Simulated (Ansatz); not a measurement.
BC$_{3}$ in space group Cmcm (No. 63; Pearson symbol oS32) under volume change, DFT-r²SCAN+D4 in the program Ansatz with PAW potentials, shape and atoms relaxed at each volume.

```tsv
V (Å³/atom)	E − E(relaxed) (meV/atom)	P (GPa)
8.735	8.5	3.63
9.023	3.4	2.09
9.311	0.8	0.91
9.599	0.0	0.00
9.887	0.6	-0.64
10.174	2.3	-1.09
10.462	4.6	-1.45
```

**Question.** What does a third-order Birch–Murnaghan fit give for V₀, B₀ and B′?

**Answer.** V₀ = 9.60 Å³/atom, B₀ = 25.3 GPa, B′ = 9.1.

The start of the workflow was typed in or built on a structure type; neither database checked (COD, Materials Project) lists it. Whether it is the stable phase at ambient conditions was not checked. The cell was relaxed with r²SCAN+D4 under the symmetry of its start; whether a distortion lowers the energy is not shown. Its formation energy is positive at this level, so the cell may be metastable or incomplete.

Potentials: the earlier of the program's two PAW sets. The files were generated under PBE; for other functionals the program regenerates the frozen cores, and for LDA and PBEsol the local potential too.
